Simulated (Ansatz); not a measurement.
Tl:
Space group P6₃/mmc (No. 194); a = b = 3.4935 Å, c = 5.5892 Å, α = β = 90.00°, γ = 120.00°

| atom | site | symmetry | x | y | z |
|---|---|---|---|---|---|
| Tl | 2d | -6m2 | 0.6667 | 0.3333 | 0.2500 |

Relaxed with DFT-PBE+D3(BJ) in the program Ansatz with PAW potentials. Indices refer to the conventional cell of P6_3/mmc, a = b = 3.493 Å, c = 5.589 Å, α = β = 90.00°, γ = 120.00°.

**Question.** Simulate the powder diffraction pattern (Cu Kα1, λ = 1.54056 Å; lines above 1 %) up to 2θ = 90°.

**Answer.** Simulated powder pattern, Cu Kα1, λ = 1.54056 Å (kinematic, ideal powder, no thermal factors, no anomalous dispersion; the 30 strongest lines at most, above 1 %, up to 2θ = 90°):

```json
[
 {"2θ (°)": "29.50", "d (Å)": "3.025", "I/Imax (%)": "23", "hkl": "(1 0 -1 0)"},
 {"2θ (°)": "32.00", "d (Å)": "2.795", "I/Imax (%)": "25", "hkl": "(0002)"},
 {"2θ (°)": "33.66", "d (Å)": "2.661", "I/Imax (%)": "100", "hkl": "(1 0 -1 1)"},
 {"2θ (°)": "44.08", "d (Å)": "2.053", "I/Imax (%)": "16", "hkl": "(1 0 -1 2)"},
 {"2θ (°)": "52.33", "d (Å)": "1.747", "I/Imax (%)": "20", "hkl": "(1 1 -2 0)"},
 {"2θ (°)": "58.10", "d (Å)": "1.586", "I/Imax (%)": "22", "hkl": "(1 0 -1 3)"},
 {"2θ (°)": "61.22", "d (Å)": "1.513", "I/Imax (%)": "3.1", "hkl": "(2 0 -2 0)"},
 {"2θ (°)": "62.67", "d (Å)": "1.481", "I/Imax (%)": "23", "hkl": "(1 1 -2 2)"},
 {"2θ (°)": "63.68", "d (Å)": "1.460", "I/Imax (%)": "17", "hkl": "(2 0 -2 1)"},
 {"2θ (°)": "66.91", "d (Å)": "1.397", "I/Imax (%)": "3.2", "hkl": "(0004)"},
 {"2θ (°)": "70.76", "d (Å)": "1.330", "I/Imax (%)": "4.1", "hkl": "(2 0 -2 2)"},
 {"2θ (°)": "74.78", "d (Å)": "1.269", "I/Imax (%)": "3.5", "hkl": "(1 0 -1 4)"},
 {"2θ (°)": "81.98", "d (Å)": "1.174", "I/Imax (%)": "8.4", "hkl": "(2 0 -2 3)"},
 {"2θ (°)": "84.69", "d (Å)": "1.144", "I/Imax (%)": "2.6", "hkl": "(2 1 -3 0)"},
 {"2θ (°)": "86.88", "d (Å)": "1.120", "I/Imax (%)": "15", "hkl": "(2 1 -3 1)"},
 {"2θ (°)": "89.81", "d (Å)": "1.091", "I/Imax (%)": "9.4", "hkl": "(1 1 -2 4)"}
]
```

The cell was relaxed with PBE+D3(BJ) under the symmetry of its start. The pairwise dispersion correction was not fitted to metals. Axis ratios of metals converge slowly with the k-mesh, so a and c are less sure than the volume. Scalar-relativistic: spin–orbit coupling is off unless named, which matters more the heavier the elements.

Potentials: the later of the program's two PAW sets.
